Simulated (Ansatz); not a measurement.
InSe:
```
InSe
1.0
    4.03214     0.00000     0.00000
   -2.01607     3.49194     0.00000
    0.00000     0.00000    16.76553
In Se
4 4
Direct
  0.33333   0.66667   0.33331
  0.66667   0.33333   0.66669
  0.66667   0.33333   0.83331
  0.33333   0.66667   0.16669
  0.33333   0.66667   0.58994
  0.66667   0.33333   0.41006
  0.66667   0.33333   0.08994
  0.33333   0.66667   0.91006
```

Relaxed with PBE+D3(BJ). Special points in fractions of this cell's reciprocal vectors: Γ (0.000, 0.000, 0.000); M (0.500, 0.000, 0.000); K (0.333, 0.333, 0.000); A (0.000, 0.000, 0.500); L (0.500, 0.000, 0.500); H (0.333, 0.333, 0.500).

**Question.** List the band energies nearest the valence-band maximum at these points for the program Ansatz at the PBE+D3(BJ) level (PAW).

**Answer.** In eV from the valence-band maximum; about four levels below and three above (degenerate sets whole), none deeper than 8.9 eV; points with the same levels are listed once.

```
k                                below                above
-  -----------------------------------  -------------------
Γ         -1.17 -1.17 -1.09 -1.09 0.00       0.37 1.74 2.13
M              -2.08 -2.06 -1.97 -1.35       1.12 1.22 1.94
K              -2.10 -2.10 -1.68 -1.68  1.51 2.10 2.41 2.41
A  -1.12 -1.12 -1.12 -1.12 -0.91 -0.91  1.23 1.23 2.15 2.15
L              -2.04 -2.04 -1.71 -1.71  1.47 1.47 1.59 1.59
H              -2.40 -2.40 -1.53 -1.53  1.76 1.76 2.27 2.27
```

Space group P6_3/mmc. The PBE+D3(BJ) relaxation kept the symmetry of its start. Scalar-relativistic: spin–orbit coupling is off unless named, which matters more the heavier the elements.

Potentials: the later of the program's two PAW sets.
